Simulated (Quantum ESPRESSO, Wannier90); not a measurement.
Ta2C (P-3m1): Wannier90 run

```xyz
3
Lattice="3.1149 0.0000 0.0000 -1.5574 2.6976 0.0000 0.0000 0.0000 4.9393" Properties=species:S:1:pos:R:3 pbc="T T T"
Ta     1.5574    -0.8992     1.2541
Ta    -1.5574     0.8992    -1.2541
C      0.0000     0.0000     0.0000
```

Structure: Materials Project mp-7088, symmetrised, not relaxed again. COD (Crystallography Open Database) has an entry of this formula and space group (matched by these alone). Method: LDA plane waves in Quantum ESPRESSO 7.5 (PseudoDojo norm-conserving files, 66 Ry, no spin polarisation, no spin-orbit coupling), Bloch states on a 6×6×4 mesh through Γ, Wannier90 4.0.1. Density: 12×12×6 mesh, cold smearing 0.01 Ry. Spin-orbit coupling is left out although heavy elements are present.

Valence charges of the files: Ta 13, C 4. 42 bands were computed.

Isolated groups of bands, relative to the Fermi level (bands from 10 on overlap up to the last one computed):

```
bands  from (eV)  to (eV)  filling             weight on atomic waves
-----  ---------  -------  -------  ---------------------------------
1–2       -67.88   -67.80   filled                         Ta 5s 96 %
3–8       -34.83   -33.96   filled                         Ta 5p 98 %
9         -12.83   -10.84   filled  C 2s 54 %, Ta 5d 24 %, Ta 6s 16 %
```

Wanted is a model with the orbitals Ta s p d, C s p, without the filled groups that are mainly made of other shells (semicore states, and anion s where it isn't named); all higher bands stay in for disentanglement.

### Question
Give num_wann, exclude_bands and num_bands, and the number of electrons that the model holds.

### Answer
Electrons: 2×13 + 1×4 = 30, or 15.0 bands' worth; no gap over 0.05 eV opens at the Fermi level at this level of theory.
num_wann = 2×9 + 1×4 = 22.
exclude_bands = 1-8, 8 bands, so num_bands = 42 − 8 = 34.
The model holds 30 − 2×8 = 14 electrons. With the window frozen to 1.50 eV it follows pw.x to 7.4 meV rms (states up to 1.0 eV relative to the Fermi level).
